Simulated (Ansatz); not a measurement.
Li, DFT, PBEsol, all-electron LAPW, scalar-relativistic (Ansatz 0.2.0), run on 1 thread of Arm Neoverse V2 on a shared host.

The structure is an experimental refinement, used without relaxation. The listed cell was then made from it by scaling, straining or moving an atom.

Command: `ansatz run input.yaml --threads 1 --pin off --max-ram 3072MiB --backend cpu --events-out ev --progress --plain --runs-dir out`

```yaml
crystal:
  lattice:
    - [-1.8025, 1.75, 1.75]
    - [1.75, -1.8025, 1.75]
    - [1.75, 1.75, -1.8025]
  atoms:
    - { symbol: Li, position: [0.0, 0.0, 0.0] }
kpoints:
  mp_grid: { grid: [15, 15, 15] }
  band_path:
    path:
      - [0.0, 0.0, 0.0]
      - [0.0, 0.0, 0.5]
      - [-0.5, 0.5, 0.5]
      - [-0.7572253634, 0.2427746366, 0.2427746366]
      - [0.2427746366, 0.2427746366, 0.2427746366]
      - [0.0, 0.0, 0.0]
      - [-0.5, 0.0, 0.5]
    npoints: 5
scf:
  occupations: { method: fermi_dirac, width: 0.08 }
hamiltonian:
  xc: pbesol
  pseudopotentials: { kind: all_electron, lapw: { basis_error: 0.00025 } }
output:
  forces: true
  stress: true
  eigenvalues: true
```

Question: How large is the problem that the program sets up?

Answer: 344 irreducible k-points, 49 plane waves at Γ, 6 bands.

Question: About how long does it take, and how much memory does it use?

Answer: 4.5 s of wall time for 4 SCF iterations, with a peak of 0.23 GiB. Times on shared machines scatter by tens of per cent.
